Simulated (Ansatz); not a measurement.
Structures of ZrCd2: which is lowest?

Plane-wave DFT in Ansatz with scalar-relativistic PAW potentials, cutoff 420 eV, Γ-centred meshes chosen by cell and gap, Gaussian smearing with energies taken to zero width. Every cell was relaxed (cell and atoms) in a run of its own, within the symmetry of its start. Functional: PBE.

Relaxed structures (starts from databases or built by putting these elements on another compound's sites):
A. R-3m, 3 atoms in the computed cell, a = 3.115 Å, c = 23.602 Å; sites (symmetry × multiplicity) Zr -3m × 3, Cd 3m × 6; start: built
B. I4/mmm, 3 atoms in the computed cell, a = 3.158 Å, c = 13.003 Å; sites (symmetry × multiplicity) Zr 4/mmm × 2, Cd 4mm × 4; start: built

**Question.** Rank them by energy. Could pressure change the order?

**Answer.**
| structure | group | E − E(lowest) (meV/atom) | V (Å³/atom) | gap on mesh (eV) |
| --- | --- | --- | --- | --- |
| B | I4/mmm | 0.0 | 21.62 | 0.00 |
| A | R-3m | 87 | 22.04 | 0.00 |

B is lowest, 87 meV/atom under A. The lowest is also the densest of these, so pressure wouldn't bring one of the others in at first order. Other structures may lie lower than all of these, and vibrations aren't counted.